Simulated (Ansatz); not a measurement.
VBr₃ (P6_3/mmc): electronic heat capacity from the density of states

Theory: Ansatz 0.2.0, DFT PBEsol, scalar-relativistic, plane waves, PAW.

Cutoff 420 eV; k points 6×6×10 on the computed 8-atom cell (Γ-centred); Gaussian smearing, width 0.10 eV; collinear spin from starting moments -1.98 -1.98 0 0 0 0 0 0 μB.

Relaxed cell: P6_3/mmc, a = 9.658 Å, b = 9.658 Å, c = 3.316 Å, α = 90.00°, β = 90.00°, γ = 120.00°, 8 atoms in the primitive cell. Whether it is the stable form of this composition wasn't checked.

The density of states at the Fermi level is 7.526 states/eV in the cell of 8 atoms (2 formula units; both spins, tetrahedra on a 9×9×15 mesh). The run ends with a moment of -4.00 μB a cell (largest on a site 1.80 μB), and the figure is for this state; a paramagnetic sample can have a quite different one. Another magnetic order, if the compound takes it, can change N(E_F) and the shape of the cell a good deal, and may open a gap, where γ is close to zero.

Task: What Sommerfeld coefficient does this give?

Result: Per formula unit N(E_F) = 3.763 states/eV. γ = (π²/3) k_B² N(E_F) N_A = 2.357 mJ/(mol K²) per state/eV, so γ = 8.9 mJ/(mol K²), a mole of formula units. This is the bare band result: a measured γ of the same phase and magnetic order is as a rule larger by a factor 1 + λ from phonons and spin fluctuations. N(E_F) at one energy is sensitive to the mesh where the density of states has sharp peaks.

Moments started parallel, and an antiferromagnetic order may lie lower. The cell holds chains, and where no dispersion correction was added their binding is poorly described.

Only this magnetic start was tried.

Cost: 1 run of about 6.1 core-minutes, on Arm Neoverse V2 (shared hosts).